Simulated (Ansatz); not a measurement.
Starting cell, La$_{2}$O$_{3}$ (A-La2O3 type, space group P-3m1):

```xyz
5
Lattice="3.9065 0.0000 0.0000 -1.9532 3.3831 0.0000 0.0000 0.0000 6.0394" Properties=species:S:1:pos:R:3 pbc="T T T"
La     0.0000     2.2554     1.4817
La     1.9532     1.1277     4.5577
O      0.0000     0.0000     0.0000
O      0.0000     2.2554     3.9020
O      1.9532     1.1277     2.1375
```

Scan: atom 5 (O, nearest neighbour La at 2.349 Å; its periodic images, 3.9 Å or more away, move with it) is displaced along Cartesian [110], direction (0.707, 0.707, 0.000) in Cartesian axes, by s. The other atoms stay.

The numbers are results of PBEsol (plane waves to 420 eV, PAW, scalar-relativistic; Ansatz, an electronic-structure program), not measurements. k mesh 8×8×5 (Γ-centred), Fermi-Dirac smearing 0.05 eV. The energy includes the smearing's −TS. Left out: 2 of 11 points, with atoms too close for the PAW data. La2O3 is run without spin polarisation. La2O3 was relaxed with its symmetry unable to fall. The PAW data are Ansatz's earlier set. The zero of ΔE is the undisplaced structure.

| s (Å) | ΔE (meV/cell) |
|---|---|
| -0.470 | 755 |
| -0.376 | 494 |
| -0.282 | 284 |
| -0.188 | 130 |
| -0.094 | 33 |
| 0.000 | 0 |
| 0.094 | 36 |
| 0.188 | 152 |
| 0.282 | withheld |

Question: Fit a polynomial form (powers 2, 3, 4) to the given rows and predict ΔE at s = 0.282.

Answer: Least squares on the 8 given rows: ΔE = (3953)·s² + (1623)·s³ + (1034)·s⁴, in meV/cell with s in Å; root-mean-square residual 0.4 meV/cell. At 0.282 the fit gives 357 meV/cell; the calculation gives 361 meV/cell, so the extrapolation is off by -4 (-1.1 %). The quadratic term alone would give 314 meV/cell.

(A displaced cell: forces are minus the slopes of the energy, force constants its curvatures, and phonons follow from these.)
